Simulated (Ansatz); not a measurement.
Structure: Sb₂Se₃ (Pnma) from a database of computed structures, at its r2SCAN+rVV10 minimum. Space group Pnma (No. 62), orthorhombic; conventional cell a = 12.023 Å, b = 3.989 Å, c = 11.587 Å, 27.78 Å³ an atom. Sb is surrounded by 5 Se at 2.60–3.00 Å; Sb is surrounded by 3 Se at 2.67–2.68 Å; Se is surrounded by 3 Sb at 2.60–3.00 Å; Se is surrounded by 3 Sb at 2.67–2.80 Å; Se is surrounded by 2 Sb at 2.68 Å.

```
CELL_PARAMETERS angstrom
12.02261 0.00000 0.00000
0.00000 3.98917 0.00000
0.00000 0.00000 11.58661
ATOMIC_POSITIONS crystal
Sb 0.14477 0.75000 0.03863
Sb 0.85523 0.25000 0.96137
Sb 0.35523 0.25000 0.53863
Sb 0.64477 0.75000 0.46137
Sb 0.03010 0.25000 0.32915
Sb 0.96990 0.75000 0.67085
Sb 0.46990 0.75000 0.82915
Sb 0.53010 0.25000 0.17085
Se 0.94711 0.75000 0.12900
Se 0.05289 0.25000 0.87100
Se 0.55289 0.25000 0.62900
Se 0.44711 0.75000 0.37100
Se 0.21036 0.25000 0.19423
Se 0.78964 0.75000 0.80577
Se 0.28964 0.75000 0.69423
Se 0.71036 0.25000 0.30577
Se 0.62787 0.75000 0.05406
Se 0.37213 0.25000 0.94594
Se 0.87213 0.25000 0.55406
Se 0.12787 0.75000 0.44594
```

3 runs of Ansatz 0.2.0 on this cell differ in the functional (and in the settings that go with it). Levels are in eV from each run's valence top; v1 is the last filled band, c1 the first empty one.

Run A, mean stress +2.1 GPa (compression positive):

| point | v2 | v1 | c1 | c2 |
| --- | --- | --- | --- | --- |
| Γ | -0.14 | -0.14 | 1.13 | 1.14 |
| X | -0.04 | -0.04 | 1.09 | 1.09 |
| S | -0.48 | -0.48 | 1.85 | 1.85 |
| Y | -0.34 | -0.34 | 1.71 | 1.71 |

Run B, mean stress +0.9 GPa (compression positive):

| point | v2 | v1 | c1 | c2 |
| --- | --- | --- | --- | --- |
| Γ | -0.13 | -0.09 | 1.33 | 1.42 |
| X | -0.03 | -0.03 | 1.33 | 1.33 |
| S | -0.50 | -0.50 | 2.10 | 2.10 |
| Y | -0.34 | -0.34 | 1.91 | 1.91 |

Run C, mean stress -0.1 GPa (compression positive):

| point | v2 | v1 | c1 | c2 |
| --- | --- | --- | --- | --- |
| Γ | -0.17 | -0.08 | 2.17 | 2.28 |
| X | -0.06 | -0.06 | 2.18 | 2.18 |
| S | -0.62 | -0.62 | 3.01 | 3.01 |
| Y | -0.44 | -0.44 | 2.85 | 2.85 |

**Question.** Match the runs to PBE, r2SCAN, PBE0.

**Answer.** A is PBE, B is r2SCAN, C is PBE0. In order of the gap: PBE 0.89, r2SCAN 1.13, PBE0 1.95 eV.

(Simulation; spin polarisation is off.)

No spin-orbit coupling is included; it can move band edges with weight on the heavy atoms by tenths of an eV.

The program warns that its thresholds are loose for a hybrid's stress.

The meshes of the hybrids are coarse, so their gaps aren't converged to the digits shown.
